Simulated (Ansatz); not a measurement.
A trial structure of GaOsC6N6 was built thus: cyanide-bridged rock-salt net of two metals, 0 guest cations a cell (Fm-3m, No. 225). Its size is a rough estimate.

```cif
data_structure
_symmetry_space_group_name_H-M 'Fm-3m'
_symmetry_Int_Tables_number 225
_cell_length_a 10.1020
_cell_length_b 10.1020
_cell_length_c 10.1020
_cell_angle_alpha 90.000
_cell_angle_beta 90.000
_cell_angle_gamma 90.000
_cell_volume 1030.91
loop_
_atom_site_label
_atom_site_type_symbol
_atom_site_symmetry_multiplicity
_atom_site_Wyckoff_symbol
_atom_site_fract_x
_atom_site_fract_y
_atom_site_fract_z
_atom_site_occupancy
Ga1 Ga 4 b 0.50000 0.00000 0.00000 1
Os1 Os 4 a 0.00000 0.00000 0.00000 1
C1 C 24 e 0.18769 0.00000 0.00000 1
N1 N 24 e 0.30350 0.00000 0.00000 1
```

The calculation used DFT PBE, scalar-relativistic, plane waves, PAW in Ansatz 0.2.0. Cutoff 420 eV, Gaussian smearing, Γ-centred meshes. Cell and atoms relax first on a coarse mesh and then on a finer one. In between, the cell is made exact in the group found at 0.06 Å. In metals the finer mesh still leaves noise of several meV/atom or more. The steps can't lower the symmetry of their start. Collinear spin, starting moments Os 1.0 μB.

A guess keeps its type if space group and coordination stay and the shape of the cell changes little (axis ratios within about 15 %, angles within 6°); the volume may change.

Problem. Does this structure survive the relaxation?

Solution. It keeps its type. The symmetry stays Fm-3m (No. 225). The volume per atom grows by 11.0 %, from 18.4 to 20.4 Å³. The shortest distance stays 1.17 Å (C–N). Counting neighbours within 15 % of an atom's shortest distance, the start has C 1, Ga 6, N 1, Os 6 and the end C 1, Ga 6, N 1, Os 6.

The last run used collinear spin, a 6×6×6 mesh for its 14-atom cell and Gaussian smearing of 0.10 eV. Spin–orbit coupling, which can matter for Os, is left out. The magnetic state reached may not be the lowest. Symmetry constrained the relaxation, so the result can be a saddle point.
